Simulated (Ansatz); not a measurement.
The guess for BiTe3O was made by a generator: random cell by space group and Wyckoff sites (P4/mmm, No. 123). Lengths were set from tabulated atomic sizes, so they are only a guess.

Space group P4/mmm (No. 123). a = 4.127 Å, b = 4.127 Å, c = 9.484 Å, α = 90.00°, β = 90.00°, γ = 90.00°
| atom | site | symmetry | x | y | z |
| --- | --- | --- | --- | --- | --- |
| Bi | 1b | 4/mmm | 0.0000 | 0.0000 | 0.5000 |
| Te | 2g | 4mm | 0.0000 | 0.0000 | 0.2178 |
| Te | 1c | 4/mmm | 0.5000 | 0.5000 | 0.0000 |
| O | 1a | 4/mmm | 0.0000 | 0.0000 | 0.0000 |

Theory: DFT PBE, scalar-relativistic, plane waves, PAW in Ansatz. Cutoff 420 eV, Gaussian smearing, Γ-centred meshes. Cell and atoms relax first on a coarse mesh and then on a finer one. In between, the cell is made exact in the group found at 0.06 Å. In metals the finer mesh still leaves noise of several meV/atom or more. The steps can't lower the symmetry of their start. No spin polarisation.

A guess keeps its type if space group and coordination stay and the shape of the cell changes little (axis ratios within about 15 %, angles within 6°); the volume may change.

Q: Does this structure survive the relaxation?

A: It doesn't keep its type. The symmetry stays P4/mmm (No. 123). The volume per atom shrinks by 9.9 %, from 32.3 to 29.1 Å³. The shortest distance goes from 2.07 Å (Te–O) to 2.30 Å (Te–O). The ratio c/a of the conventional cell changes by a factor of 1.83. Counting neighbours within 15 % of an atom's shortest distance, the start has Bi 2, O 2, Te 1/4 and the end Bi 6, O 4, Te 4/5. In detail, at the end Bi has 2 Te at 3.16 Å and 4 Bi at 3.26 Å; Te on a site of symmetry 4mm is surrounded by 1 Bi at 3.16 Å, 4 Te at 3.26 Å and 1 O at 3.71 Å; O is surrounded by 4 Te at 2.30 Å, 4 O at 3.26 Å and 2 Te at 3.71 Å; 1 more site not described.

```xyz
5
Lattice="3.2563 0.0000 0.0000 0.0000 3.2563 0.0000 0.0000 0.0000 13.7250" Properties=species:S:1:pos:R:3 pbc="T T T"
Bi    0.0000    0.0000    6.8625
Te    0.0000    0.0000    3.7055
Te    0.0000    0.0000   10.0195
Te    1.6282    1.6282    0.0000
O     0.0000    0.0000    0.0000
```

The last run used a 12×12×4 mesh (in the run's order of axes) for its 5-atom cell and Gaussian smearing of 0.10 eV. No dispersion correction is applied, so the spacing and binding between layers, chains or molecules are poorly described. Spin–orbit coupling, which can matter for Bi and Te, is left out. An odd number of electrons in the primitive cell allows no gap without spin; a larger cell or a magnetic state could open one. The cell is a metal run without spin; a magnetic state may lie lower. A structure relaxed within its symmetry needn't be a true minimum.

In counts of neighbours, a slash parts the counts of unlike sites.
